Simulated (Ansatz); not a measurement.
MoW, first-principles data

MoW:
```yaml
crystal:
  lattice:
    - [3.14198, 0.00000, 0.00000]
    - [0.00000, 3.14198, 0.00000]
    - [0.00000, 0.00000, 3.14198]
  atoms:
    - { symbol: Mo, position: [0.00000, 0.00000, 0.00000] }
    - { symbol: W, position: [0.50000, 0.50000, 0.50000] }
```

Space group Pm-3m (No. 221), CsCl type; conventional cell a = b = c = 3.1420 Å, α = β = γ = 90.00°.

Method: the program Ansatz at the PBEsol level (PAW). The cell and atoms are relaxed at this level. Other levels are named where they apply.

Cell and energy:

```
Item                                                          Value
-----------------------------------------------------  ------------
Volume per atom                                            15.51 Å³
Density                                                 14.98 g/cm³
Formation energy from the elements (no fitted shifts)  -13 meV/atom
```

Electronic structure:

```
Quantity                                                                    Result
------------------------------------  --------------------------------------------
Electronic character                                             metallic (no gap)
Density of states at the Fermi level  0.50 states/eV per atom (mean over ±0.08 eV)
Gap with spin–orbit coupling                                       none (metallic)
```

Mechanics:

```
Property                                                                       Value
--------------------------------------------  --------------------------------------
Bulk modulus (Birch–Murnaghan fit)                                           300 GPa
Pressure derivative B′                                                           4.1
Elastic constants (relaxed ions, GPa)                C11 = 525, C12 = 190, C44 = 128
Mechanical stability                          stable (all eigenvalues of C positive)
Hill bulk and shear moduli                                           302 and 143 GPa
Young's modulus                                                              370 GPa
Poisson's ratio                                                                 0.30
Debye temperature from the elastic constants                                   411 K
```

Phonons:

```
Item                                            Value
-----------------------------  ----------------------
Highest zone-centre frequency               186 cm^-1
Zone-centre stability          no imaginary mode at Γ
```

The start of the workflow was typed in or built on a structure type; neither database checked (COD, Materials Project) lists it. Its standing as an ambient phase is unchecked. Symmetry was held in the PBEsol relaxation. The run is not spin-polarised. As this level gives no gap, shear constants depend on the k-mesh and smearing (Fermi–Dirac, 0.1 eV here). As this level gives no gap, phonon frequencies hold no LO–TO term and depend on the k-mesh and smearing (Fermi–Dirac, 0.1 eV here). The references are the lowest solids computed at this level, not always the standard phases. Spin–orbit coupling is left out wherever it is not named.

Potentials: the earlier of the program's two PAW sets. The files were generated under PBE; for other functionals the program regenerates the frozen cores, and for LDA and PBEsol the local potential too.
